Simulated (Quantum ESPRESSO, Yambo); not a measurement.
# SnS₂: DFT and GW levels

```cif
data_S2Sn
_chemical_formula_sum 'S2 Sn1'
_space_group_name_H-M_alt 'P 1'
_space_group_IT_number 1
_cell_length_a 3.67071
_cell_length_b 3.67071
_cell_length_c 5.79932
_cell_angle_alpha 90.000
_cell_angle_beta 90.000
_cell_angle_gamma 120.000
loop_
_space_group_symop_operation_xyz
  'x, y, z'
loop_
_atom_site_label
_atom_site_type_symbol
_atom_site_fract_x
_atom_site_fract_y
_atom_site_fract_z
_atom_site_occupancy
S1 S 0.33333 0.66667 0.25473 1
S2 S 0.66667 0.33333 0.74527 1
Sn1 Sn 0.00000 0.00000 0.00000 1
```

Cell and atoms were relaxed with PBE+D3(BJ) from Materials Project entry mp-1170, within its symmetry.

Starting point: PBE (stringent potentials; Quantum ESPRESSO, PseudoDojo norm-conserving, 102 Ry, scalar-relativistic). G0W0 in Yambo: 6×6×2 Γ-centred k mesh, bands 5 to 59 and a 6 Ry block in the screening, 59 bands in G with the Bruneval-Gonze terminator, plasmon pole fitted at 27.2 eV.

The PBE gap along the band path is 1.26 eV and the PBE gap between the mesh's edge points (Γ → L) is 1.36 eV. The G0W0 gap between the same points comes out as 2.29 eV. The PBE smallest direct gap on the mesh (at Γ) comes out as 1.68 eV and the G0W0 direct gap at that point is 2.64 eV. The estimate of the fundamental G0W0 gap (path gap plus the correction; the mesh misses a band edge) comes out as 2.19 eV.

```tsv
k point	band	E PBE (eV)	E QP (eV)	shift (eV)	Z
Γ	VB	0.00	-0.38	-0.38	0.77
Γ	CB	1.68	2.26	0.58	0.80
A	VB	-0.35	-0.68	-0.33	0.77
A	CB	2.92	3.58	0.66	0.80
L	VB	-0.81	-1.20	-0.39	0.77
L	CB	1.36	1.91	0.55	0.80
H	VB	-0.38	-0.78	-0.39	0.77
H	CB	2.90	3.65	0.75	0.79
```

Energies count from the PBE valence-band maximum.

Convergence of the G0W0 settings was not tested.

Spin-orbit splittings are left out.
